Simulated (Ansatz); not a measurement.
# Equation of state of ytterbium, omega (AlB2-type)

All numbers below come from Ansatz, DFT, PBEsol, plane waves (420 eV) with PAW, scalar-relativistic. (PAW data from PBE, frozen cores regenerated.)

The cell is scaled uniformly from the relaxed one, with fractional coordinates and shape fixed. Energies are extrapolated to zero smearing, pressures are those at the given smearing. Magnetic state: spin not included.

```
V (Å³/atom)  E − E₀ (meV/atom)  P (GPa)
     28.266               35.1     3.51
     29.551               13.8     2.11
     30.835                2.7     0.96
     32.120                0.1     0.02
     33.405                4.3    -0.75
     34.690               14.2    -1.38
     35.975               28.7    -1.89
```

Question: Fit a third-order Birch-Murnaghan equation.

Answer: V₀ = 31.93 Å³/atom, B₀ = 22 GPa, B₀′ = 3.9.
